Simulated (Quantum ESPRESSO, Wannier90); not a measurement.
## C (C2/m): Wannier90 run

Materials Project entry mp-169; symmetrised, unrelaxed at this level. Not found in the COD (Crystallography Open Database) copy used, which has the formula in other groups; not checked further. The atoms lie within 0.1 Å of the higher space group R-3m. Level: PBEsol, no spin polarisation, no spin-orbit coupling; pw.x of Quantum ESPRESSO at 66 Ry with PseudoDojo potentials, 12×12×8 k-points, Wannier90. Density: 14×14×10 mesh, cold smearing 0.01 Ry. The cell is built of weakly bound layers, chains or molecules, whose nearest atoms lie 3.50 Å apart. Database cells relaxed without dispersion often hold them too far apart, which can enlarge gaps and weakens couplings between them; spacing and stacking were not compared with the measured crystal. The gap is small at this level and was sampled on the meshes and a path alone.

On the energy scale of pw.x, whose zero is arbitrary, the valence-band maximum lies at 6.45 eV.

Input w.win:

```
num_bands = 11
num_wann = 8
exclude_bands = 12-15
num_iter = 800
conv_tol = 1.0e-6
conv_window = 4
dis_num_iter = 1000
dis_conv_tol = 1.0e-6
dis_froz_max = 8.15
write_hr = true
write_u_matrices = true
begin projections
f=-0.18621,-0.17033,-0.00473: s;p
f=0.18452,0.15323,0.00900: s;p
end projections
begin unit_cell_cart
ang
    2.1273200000   -1.2282800000    0.0000000000
    2.1273200000    1.2282800000    0.0000000000
   -1.3790690000    0.0000000000    3.5028350000
end unit_cell_cart
begin atoms_frac
C   -0.1666400000 -0.1666400000  0.0000900000
C    0.1666400000  0.1666400000 -0.0000900000
end atoms_frac
mp_grid = 12 12 8
begin kpoints
0.0000000000 0.0000000000 0.0000000000
0.0000000000 0.0000000000 0.1250000000
0.0000000000 0.0000000000 0.2500000000
... (1149 more lines: the 12x12x8 mesh through Gamma)
end kpoints
```

Input of pw2wannier90.x that gives the overlap and projection files (equivalent; here they were cut from one run over all bands):

```
&inputpp
  outdir = './out'
  prefix = 'pwscf'
  seedname = 'w'
  write_amn = .true.
  write_mmn = .true.
/
```

Output w.wout (banner and timings cut):

```
                                    ------
                                    SYSTEM
                                    ------

                              Lattice Vectors (Ang)
                    a_1     2.127320  -1.228280   0.000000
                    a_2     2.127320   1.228280   0.000000
                    a_3    -1.379069   0.000000   3.502835

                   Unit Cell Volume:      18.30543  (Ang^3)

                        Reciprocal-Space Vectors (Ang^-1)
                    b_1     1.476784  -2.557717   0.581411
                    b_2     1.476784   2.557717   0.581411
                    b_3    -0.000000   0.000000   1.793743

 *----------------------------------------------------------------------------*
 |   Site       Fractional Coordinate          Cartesian Coordinate (Ang)     |
 +----------------------------------------------------------------------------+
 | c    1  -0.16664  -0.16664   0.00009   |   -0.70912   0.00000   0.00032    |
 | c    2   0.16664   0.16664  -0.00009   |    0.70912   0.00000  -0.00032    |
 *----------------------------------------------------------------------------*
                                ------------
                                K-POINT GRID
                                ------------

             Grid size = 12 x 12 x  8      Total points = 1152

 *---------------------------------- MAIN ------------------------------------*
 |  Number of Wannier Functions               :                 8             |
 |  Number of Objective Wannier Functions     :                 8             |
 |  Number of input Bloch states              :                11             |
 |  Output verbosity (1=low, 5=high)          :                 1             |
 |  Timing Level (1=low, 5=high)              :                 1             |
 |  Optimisation (0=memory, 3=speed)          :                 3             |
 |  Length Unit                               :               Ang             |
 |  Post-processing setup (write *.nnkp)      :                 F             |
 |  Using Gamma-only branch of algorithms     :                 F             |
 *----------------------------------------------------------------------------*
 *------------------------------- WANNIERISE ---------------------------------*
 |  Total number of iterations                :               800             |
 |  Number of CG steps before reset           :                 5             |
 |  Trial step length for line search         :             2.000             |
 |  Convergence tolerence                     :         0.100E-05             |
 |  Convergence window                        :                 4             |
 |  Iterations between writing output         :                 1             |
 |  Iterations between backing up to disk     :               100             |
 |  Write r^2_nm to file                      :                 F             |
 |  Write xyz WF centres to file              :                 F             |
 |  Write on-site energies <0n|H|0n> to file  :                 F             |
 |  Use guiding centre to control phases      :                 F             |
 |  Use phases for initial projections        :                 F             |
 *----------------------------------------------------------------------------*
 *------------------------------- DISENTANGLE --------------------------------*
 |  Using band disentanglement                :                 T             |
 |  Total number of iterations                :              1000             |
 |  Mixing ratio                              :             0.500             |
 |  Convergence tolerence                     :         1.000E-06             |
 |  Convergence window                        :                 3             |
 *----------------------------------------------------------------------------*
 *-------------------------------- PLOTTING ----------------------------------*
 |  Plotting Hamiltonian in WF basis          :                 T             |
 *----------------------------------------------------------------------------*

 *---------------------------------- K-MESH ----------------------------------*
 +----------------------------------------------------------------------------+
 |                    Distance to Nearest-Neighbour Shells                    |
 |                    ------------------------------------                    |
 |          Shell             Distance (Ang^-1)          Multiplicity         |
 |          -----             -----------------          ------------         |
 |             1                   0.224218                      2            |
 |             2                   0.250844                      4            |
 |             3                   0.264519                      2            |
 |             4                   0.277110                      2            |
 |             5                   0.302439                      4            |
 |             6                   0.367319                      4            |
 |             7                   0.404596                      2            |
 |             8                   0.426286                      2            |
       ... (lines left out)
 +----------------------------------------------------------------------------+
 | The b-vectors are chosen automatically                                     |
 | The following shells are used:                       1,  2,  3,  4         |
 +----------------------------------------------------------------------------+
 |                        Shell   # Nearest-Neighbours                        |
 |                        -----   --------------------                        |
 |                          1               2                                 |
 |                          2               4                                 |
 |                          3               2                                 |
 |                          4               2                                 |
 +----------------------------------------------------------------------------+
 | Completeness relation is fully satisfied [Eq. (B1), PRB 56, 12847 (1997)]  |
 +----------------------------------------------------------------------------+
 |                  b_k Vectors (Ang^-1) and Weights (Ang^2)                  |
 |                  ----------------------------------------                  |
 |            No.         b_k(x)      b_k(y)      b_k(z)        w_b           |
 |            ---        --------------------------------     --------        |
 |             1         0.000000    0.000000    0.224218     7.920158        |
 |             2         0.000000    0.000000   -0.224218     7.920158        |
 |             3         0.123065    0.213143    0.048451     5.502975        |
 |             4         0.123065   -0.213143    0.048451     5.502975        |
 |             5        -0.123065   -0.213143   -0.048451     5.502975        |
 |             6        -0.123065    0.213143   -0.048451     5.502975        |
 |             7         0.246131    0.000000    0.096902     1.935040        |
 |             8        -0.246131    0.000000   -0.096902     1.935040        |
 |             9         0.246131    0.000000   -0.127316     3.566977        |
 |            10        -0.246131    0.000000    0.127316     3.566977        |
 +----------------------------------------------------------------------------+
 |                           b_k Directions (Ang^-1)                          |
 |                           -----------------------                          |
 |            No.           x           y           z                         |
 |            ---        --------------------------------                     |
 |             1         0.000000    0.000000    0.224218                     |
 |             2         0.123065    0.213143    0.048451                     |
 |             3         0.123065   -0.213143    0.048451                     |
 |             4         0.246131    0.000000    0.096902                     |
 |             5         0.246131    0.000000   -0.127316                     |
 +----------------------------------------------------------------------------+

 Starting a new Wannier90 calculation ...

 Reading overlaps from w.mmn

 Reading projections from w.amn

 *------------------------------- DISENTANGLE --------------------------------*
 +----------------------------------------------------------------------------+
 |                              Energy  Windows                               |
 |                              ---------------                               |
 |                   Outer:  -13.13597  to   31.03996  (eV)                   |
 |                   Inner:  -13.13597  to    8.15000  (eV)                   |
 +----------------------------------------------------------------------------+
   Number of target bands to extract:    8

                   Unitarised projection of Wannier functions
                   ------------------------------------------
   A_mn = <psi_m|g_n> --> S = A.A^+ --> U = S^-1/2.A
   In dis_project... done
   Using an inner window (linner = T)
   In dis_proj_froz... done

                   Extraction of optimally-connected subspace
                   ------------------------------------------
 +---------------------------------------------------------------------+<-- DIS
 |  Iter     Omega_I(i-1)      Omega_I(i)      Delta (frac.)           |<-- DIS
 +---------------------------------------------------------------------+<-- DIS
       1      13.14628558      11.88866776       1.058E-01    <-- DIS
       2      12.40062070      11.32486389       9.499E-02    <-- DIS
       3      11.80039249      10.92667459       7.996E-02    <-- DIS
       4      11.31320204      10.59546416       6.774E-02    <-- DIS
       5      10.91072856      10.30860971       5.841E-02    <-- DIS
       6      10.57133368      10.05671504       5.117E-02    <-- DIS
       ... (lines left out)
     101       7.39873020       7.39478725       5.332E-04    <-- DIS
       ... (lines left out)
     201       7.27672066       7.27453020       3.011E-04    <-- DIS
       ... (lines left out)
     301       6.99142950       6.98360625       1.120E-03    <-- DIS
       ... (lines left out)
     401       6.66525296       6.66202683       4.843E-04    <-- DIS
       ... (lines left out)
     501       6.53667437       6.53519378       2.266E-04    <-- DIS
       ... (lines left out)
     601       6.47532119       6.47468325       9.853E-05    <-- DIS
       ... (lines left out)
     701       6.45212248       6.45192350       3.084E-05    <-- DIS
       ... (lines left out)
     801       6.44533139       6.44527889       8.145E-06    <-- DIS
       ... (lines left out)
     901       6.44354751       6.44353411       2.079E-06    <-- DIS
       ... (lines left out)
     956       6.44322068       6.44321425       9.990E-07    <-- DIS
     957       6.44321669       6.44321033       9.860E-07    <-- DIS
     958       6.44321275       6.44320647       9.732E-07    <-- DIS

             <<<      Delta < 1.000E-06  over  3 iterations     >>>
             <<< Disentanglement convergence criteria satisfied >>>

        Final Omega_I     6.44320647 (Ang^2)

 +----------------------------------------------------------------------------+

 Writing checkpoint file w.chk... done

 *------------------------------- WANNIERISE ---------------------------------*
 +--------------------------------------------------------------------+<-- CONV
 | Iter  Delta Spread     RMS Gradient      Spread (Ang^2)            |<-- CONV
 +--------------------------------------------------------------------+<-- CONV

 ------------------------------------------------------------------------------
 Initial State
  WF centre and spread    1  ( -0.776622,  0.061184,  0.237926 )     2.78367126
  WF centre and spread    2  ( -0.711799,  0.001017, -0.023640 )     0.86102499
  WF centre and spread    3  ( -0.791652,  0.003919,  0.061200 )     2.24303134
  WF centre and spread    4  ( -0.587999, -0.027856,  0.074238 )     2.24414455
  WF centre and spread    5  (  0.736653, -0.069973,  0.376167 )     3.19971602
  WF centre and spread    6  (  0.708152, -0.004220, -0.032864 )     0.92708305
  WF centre and spread    7  (  0.972475, -0.007892,  0.238016 )     2.32416014
  WF centre and spread    8  (  0.442436,  0.040115,  0.235649 )     2.34595501
  Sum of centres and spreads ( -0.008356, -0.003706,  1.166692 )    16.92878636

      0     0.169E+02     0.0000000000       16.9287863593  <-- CONV
        O_D=      1.0645010 O_OD=      9.4210789 O_TOT=     16.9287864 <-- SPRD
 ------------------------------------------------------------------------------
      1    -0.196E+01     0.6258511755       14.9733392128  <-- CONV
        O_D=      0.6715673 O_OD=      7.8585655 O_TOT=     14.9733392 <-- SPRD
      2    -0.904E+00     0.4382331037       14.0694213115  <-- CONV
        O_D=      0.4822358 O_OD=      7.1439791 O_TOT=     14.0694213 <-- SPRD
      3    -0.534E+00     0.3382632381       13.5353304782  <-- CONV
        O_D=      0.3911069 O_OD=      6.7010171 O_TOT=     13.5353305 <-- SPRD
      4    -0.283E+00     0.2366512198       13.2527623212  <-- CONV
        O_D=      0.3590353 O_OD=      6.4505206 O_TOT=     13.2527623 <-- SPRD
      5    -0.193E+00     0.1855074850       13.0595027940  <-- CONV
        O_D=      0.3512701 O_OD=      6.2650262 O_TOT=     13.0595028 <-- SPRD
       ... (lines left out)
    100    -0.122E-02     0.0136783299        8.2963426173  <-- CONV
        O_D=      0.0461690 O_OD=      1.8069672 O_TOT=      8.2963426 <-- SPRD
       ... (lines left out)
    200    -0.171E-04     0.0016836847        8.2719147880  <-- CONV
        O_D=      0.0422009 O_OD=      1.7865074 O_TOT=      8.2719148 <-- SPRD
       ... (lines left out)
    269    -0.791E-06     0.0003106657        8.2715471627  <-- CONV
        O_D=      0.0419773 O_OD=      1.7863634 O_TOT=      8.2715472 <-- SPRD
    270    -0.964E-06     0.0002887159        8.2715461989  <-- CONV
        O_D=      0.0419757 O_OD=      1.7863640 O_TOT=      8.2715462 <-- SPRD
    271    -0.584E-06     0.0004235336        8.2715456150  <-- CONV
        O_D=      0.0419753 O_OD=      1.7863638 O_TOT=      8.2715456 <-- SPRD
             <<<     Delta < 1.000E-06  over  4 iterations     >>>
             <<< Wannierisation convergence criteria satisfied >>>
 Final State
  WF centre and spread    1  ( -0.653273,  0.711879,  0.058406 )     0.96939462
  WF centre and spread    2  ( -0.716329,  0.001228, -0.174710 )     0.84613340
  WF centre and spread    3  ( -1.282226,  0.019825,  0.057492 )     1.03046174
  WF centre and spread    4  ( -0.677765, -0.747141,  0.058203 )     0.96690044
  WF centre and spread    5  (  0.232744, -0.431964,  0.079141 )     1.03409929
  WF centre and spread    6  (  0.695793,  0.001698, -0.281065 )     0.81061963
  WF centre and spread    7  (  2.124688,  0.000419,  1.317154 )     1.56609689
  WF centre and spread    8  (  0.274927,  0.443998,  0.082221 )     1.04783960
  Sum of centres and spreads ( -0.001440, -0.000059,  1.196842 )     8.27154561

         Spreads (Ang^2)       Omega I      =     6.443206475
        ================       Omega D      =     0.041975323
                               Omega OD     =     1.786363817
    Final Spread (Ang^2)       Omega Total  =     8.271545615
```
